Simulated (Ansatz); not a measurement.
Hf (hcp, Mg type)

```
CELL_PARAMETERS angstrom
      3.20421     0.00000     0.00000
     -1.60210     2.77493     0.00000
      0.00000     0.00000     5.06906
ATOMIC_POSITIONS crystal
  Hf 0.33333 0.66667 0.75000
  Hf 0.66667 0.33333 0.25000
```

The slice is a (1 -1 0 0) plane (indices of the conventional cell) through the point (0.667, 0.333, 0.250) (fractional), spanned by u = [110] and v = [001] in vectors of this cell: u (3.20 Å) and v (5.07 Å, at 90° to u). It covers one period; positions are fractions (u, v).

Method: PBE (plane waves to 420 eV, PAW, scalar-relativistic; Ansatz, a first-principles code). k mesh 17×17×9. Inside the PAW spheres the values are not all-electron values, and peaks at nuclei hang on which shells count as valence. Hf is run without spin polarisation. Hf was relaxed with its symmetry unable to fall. Spin-orbit coupling is left out, though Hf is heavy.

Three fields on this plane, each scaled to ten steps between its own extremes (0 low, 9 high; the total valence density on a logarithmic scale, the potential cut 8 eV below its top; x marks points blanked near nuclei; v = 0 in the bottom row):

Map A
```
|xxxx016610xxx|
|xxxx037730xxx|
|xxx01688610xx|
|0001578875100|
|2345677776543|
|7777655556777|
|9986410014689|
|9974100001479|
|997300xx00379|
|99620xxxx0269|
|997300xx00379|
|9974100001479|
|9986410014689|
|7777655556777|
|2345677776543|
|0001578875100|
|xxx01688610xx|
|xxxx037730xxx|
|xxxx016610xxx|
|xxxxx1551xxxx|
```

Map B
```
|xxxx102201xxx|
|xxxx003300xxx|
|xxx00255200xx|
|2100135531001|
|1112233332211|
|5553211112355|
|9863000000368|
|9851000000158|
|985101xx10158|
|98410xxxx0148|
|985101xx10158|
|9851000000158|
|9863000000368|
|5553211112355|
|1112233332211|
|2100135531001|
|xxx00255200xx|
|xxxx003300xxx|
|xxxx102201xxx|
|xxxxx0220xxxx|
```

Map C
```
|xxxx920029xxx|
|xxxx610016xxx|
|xxx72000027xx|
|9852000000258|
|3210000000012|
|1110000000011|
|1111123321111|
|1111357753111|
|112258xx85221|
|11236xxxx6321|
|112258xx85221|
|1111357753111|
|1111123321111|
|1110000000011|
|3210000000012|
|9852000000258|
|xxx72000027xx|
|xxxx610016xxx|
|xxxx920029xxx|
|xxxxx3003xxxx|
```

Question: Assign the maps to these fields: electron localisation function (ELF); valence electron density; electrostatic potential energy of an electron, from the cell's mean.

Answer: A is the electrostatic potential energy of an electron, from the cell's mean; B is the electron localisation function (ELF); C is the valence electron density.
